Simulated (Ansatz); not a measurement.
P (simple cubic, space group No. 221) under volume change, the program Ansatz at the r²SCAN level (PAW), scaled uniformly.

```csv
V (Å³/atom),E − E(relaxed) (meV/atom),P (GPa)
13.110,53.9,14.53
13.542,…,…
13.974,5.5,4.17
14.406,0.0,0.01
14.838,4.8,-3.50
15.270,…,…
15.703,37.7,-8.36
```

### Question
Fill in the missing entries.

### Answer

- 13.542, E − E(relaxed) (meV/atom): 22.9
- 13.542, P (GPa): 8.68
- 15.270, E − E(relaxed) (meV/atom): 18.3
- 15.270, P (GPa): -6.21

### Question
What does a third-order Birch–Murnaghan fit give for V₀, B₀ and B′?

### Answer
V₀ = 14.40 Å³/atom, B₀ = 122 GPa, B′ = 5.0.

Space group Pm-3m (simple cubic). This is a known high-pressure phase of the composition, computed here at zero pressure and temperature. The r²SCAN relaxation kept the symmetry of its start; phonons on a q-mesh show no instability.

Potentials: the later of the program's two PAW sets.
